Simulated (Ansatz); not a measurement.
The cell comes from COD entry 9008999, which wasn't checked; take it as a given geometry. The listed cell was then made from it by scaling, straining or moving an atom.

An input for Al$_{2}$Au: DFT, LDA, all-electron PAW with datasets made for the crystal, scalar-relativistic (Ansatz 0.2.0).

Command: `ansatz run input.yaml --threads 1 --pin off --max-ram 4096MiB --backend cpu --events-out ev --progress --plain --runs-dir out` The run took 13 s on 1 thread of Arm Neoverse V2 (shared host), peak memory 0.56 GiB.

```yaml
crystal:
  lattice:
    - [0.0, 2.9798651651, 2.9798651651]
    - [2.9798651651, 0.0, 2.9798651651]
    - [2.9798651651, 2.9798651651, 0.0]
  atoms:
    - { symbol: Al, position: [0.25, 0.25, 0.25] }
    - { symbol: Al, position: [0.75, 0.75, 0.75] }
    - { symbol: Au, position: [0.0, 0.0, 0.0] }
kpoints:
  mp_grid: { grid: [11, 11, 11] }
scf:
  occupations: { method: fermi_dirac, width: 0.05 }
hamiltonian:
  xc: lda
  pseudopotentials: { kind: all_electron, datasets: crystal }
output:
  forces: true
  stress: true
  eigenvalues: true
  efg: { contact_densities: true }
```

Set-up and iterations as logged by Ansatz (the results part is left out, to be predicted):

```
hamiltonian.pseudopotentials.datasets: crystal makes datasets for this crystal and solves the spheres of its atoms anew in each pass: cutoff 260.0 eV, the density's 1040.0 eV; for an error of 0.50 meV an atom under PBE, 1.5 meV for the cell; an energy difference from a run of another recipe may be off by several times the error for the cell, under r2SCAN by more, where some 0.1 meV an atom stays at smaller errors; Al in spheres of 1.201 Å, 11 of its electrons in bands; Au in spheres of 1.376 Å, 19 of its electrons in bands
Engine: ansatz 0.2.0
Pseudopotentials: kind: all_electron
Pseudopotential: Al, paw, valence charge 11, recommended cutoff 260 eV (normal), Koelling and Harmon's equation, gaussian nucleus
Pseudopotential: Au, paw, valence charge 19, recommended cutoff 260 eV (normal), Koelling and Harmon's equation, gaussian nucleus
Functional definition: SPW92
  exchange = slater_x
  correlation = pw_c
Crystal: 3 atoms, lattice volume = 52.920 Å³
Basis set: ecut = 260 eV, 531 PW (Γ)
Bands: 25, of which v1, the nominal top of the filled ones, is band 21 counted from 1 (20 counted from 0)
Symmetry: 48 space group operations
Space group: Fm-3m (ITA 225), of the structure as read, at distance tolerance 3.8e-5 Å
k-points: 56 of 1331
Non-local potential: Al, projectors of the file, l = 0: 3, l = 1: 3
Non-local potential: Au, projectors of the file, l = 0: 3, l = 1: 2, l = 2: 2
PAW form: soft (Blöchl's): semilocal exchange-correlation on the pseudo side does not see the compensation charge
PAW one-centre angular grid: Al, 110 points (default); XC on its mesh's 1959 points in the sphere
PAW one-centre angular grid: Au, 590 points (default); XC on its mesh's 1815 points in the sphere
Initial density: superposition of atomic densities (neutral atoms: chi_scale 0, normalization atom)
Initial wavefunctions: pseudopotential atomic-orbital guess
Functional: x = slater, c = lda
iter 1 solved again at ethr=1.78e-2 eV; its pass at ethr=1.00e-1 eV (dr2=7.28e0 eV) is discarded
SCF iter   1: F=—  HF=-530109.735088 eV  |F-HF|=—  |Δ(HF+E_count)|=         —  Δρ=1.16e-1  dr2=7.98e0  ethr=1.78e-2  ⟨swp⟩=2.4  Hψ=6952  notcnv=0
SCF iter   2: F=—  HF=-530108.527601 eV  |F-HF|=—  |Δ(HF+E_count)|=    1.21e0  Δρ=4.98e-2  dr2=1.44e0  ethr=1.78e-2  ⟨swp⟩=2.1  Hψ=2810  notcnv=0
iter 3 solved again at ethr=5.18e-5 eV; its pass at ethr=3.52e-3 eV (dr2=2.12e-2 eV) is discarded
SCF iter   3: F=—  HF=-530107.994758 eV  |F-HF|=—  |Δ(HF+E_count)|=   5.33e-1  Δρ=7.55e-3  dr2=2.09e-2  ethr=5.18e-5  ⟨swp⟩=3.4  Hψ=6561  notcnv=0  defer=25
SCF iter   4: F=—  HF=-530108.126574 eV  |F-HF|=—  |Δ(HF+E_count)|=   1.32e-1  Δρ=1.13e-2  dr2=7.70e-2  ethr=5.10e-5  ⟨swp⟩=3.9  Hψ=3408  notcnv=0  defer=3
SCF iter   5: F=—  HF=-530108.130484 eV  |F-HF|=—  |Δ(HF+E_count)|=   3.91e-3  Δρ=1.72e-3  dr2=2.57e-3  ethr=5.10e-5  ⟨swp⟩=3.1  Hψ=3444  notcnv=0  defer=1
SCF iter   6: F=—  HF=-530108.135866 eV  |F-HF|=—  |Δ(HF+E_count)|=   5.38e-3  Δρ=1.22e-3  dr2=7.97e-4  ethr=6.27e-6  ⟨swp⟩=2.5  Hψ=6589  notcnv=0
SCF iter   7: F=—  HF=-530108.135853 eV  |F-HF|=—  |Δ(HF+E_count)|=   1.36e-5  Δρ=6.87e-4  dr2=3.14e-4  ethr=1.94e-6  ⟨swp⟩=2.0  Hψ=2547  notcnv=0
SCF iter   8: F=—  HF=-530108.135799 eV  |F-HF|=—  |Δ(HF+E_count)|=   5.32e-5  Δρ=1.63e-4  dr2=1.89e-5  ethr=7.67e-7  ⟨swp⟩=3.0  Hψ=2906  notcnv=0
SCF iter   9: F=—  HF=-530108.135798 eV  |F-HF|=—  |Δ(HF+E_count)|=   1.18e-6  Δρ=5.14e-5  dr2=2.68e-6  ethr=4.62e-8  ⟨swp⟩=2.9  Hψ=2636  notcnv=0
SCF iter  10: F=—  HF=-530108.135798 eV  |F-HF|=—  |Δ(HF+E_count)|=   2.51e-7  Δρ=2.67e-5  dr2=5.68e-7  ethr=6.53e-9  ⟨swp⟩=3.0  Hψ=2924  notcnv=0
SCF iter  11: F=-530108.135798 eV  HF=-530108.135798 eV  |F-HF|=2.61e-8  |Δ(HF+E_count)|=   1.62e-7  Δρ=9.90e-6  dr2=5.23e-8  ethr=1.39e-9  ⟨swp⟩=3.0  Hψ=2773  notcnv=0
```

Problem. What pressure will this run report?

Solution. -0.22 GPa (positive in compression).
